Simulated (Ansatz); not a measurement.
Relaxed-ion elastic tensor of WO3 in space group P4/nmm (No. 129; W on 2c, O on 2c, O on 4d) in GPa (Voigt order), PBEsol (plane waves, PAW; program Ansatz); density 6.93 g/cm³, 13.89 Å³ per atom.

```
 345   199  93.7   0.0   0.0   0.0
 199   345  93.7   0.0   0.0   0.0
93.7  93.7   207   0.0   0.0   0.0
 0.0   0.0   0.0  59.4   0.0   0.0
 0.0   0.0   0.0   0.0  59.4   0.0
 0.0   0.0   0.0   0.0   0.0   284
```

Question: Is the crystal mechanically stable?

Answer: Yes: the smallest eigenvalue of C is 59.4 GPa.

Question: Work out the Voigt, Reuss and Hill averages.

Answer: K_V = 186, K_R = 163, K_H = 174; G_V = 115, G_R = 80.0, G_H = 97.4 GPa.

Question: Give Young's modulus, Poisson's ratio, Pugh's ratio and the universal anisotropy index.

Answer: E = 9KG/(3K + G) = 246 GPa; ν = 0.26; K/G = 1.79 (near the Pugh limit of 1.75, no verdict); A_U = 5G_V/G_R + K_V/K_R − 6 = 2.31.

Question: Estimate the sound speeds and the Debye temperature.

Answer: v_l = √((K + 4G/3)/ρ) = 6620 m/s, v_t = √(G/ρ) = 3750 m/s, mean 4170 m/s; Θ = (h/k)(3n/4πV)^(1/3) v_m = 516 K.

Question: Solve the Christoffel equation for the three sound speeds along x, y, z.

Answer: Eigenvalues of C_ijkl n_j n_l equal ρv². In km/s, slowest first: x 2.93, 6.40, 7.06; y 2.93, 6.40, 7.06; z 2.93, 2.93, 5.47.

Question: How much does each axis shrink under pressure?

Answer: Linear compressibilities β_i = Σ_j S_ij (j = 1 to 3): x 1.2, y 1.2, z 3.7 per TPa.

The first step of the workflow began from a Materials Project structure, measured or hypothetical; the Crystallography Open Database files this formula in space group No. 129, but the cells were not matched. Its standing as an ambient phase is unchecked. The cell was relaxed with PBEsol under the symmetry of its start; its stability against distortions is not shown here. No spin polarisation was allowed. No Hubbard U is applied. Spin–orbit coupling is left out wherever it is not named.

Potentials: the later of the program's two PAW sets.
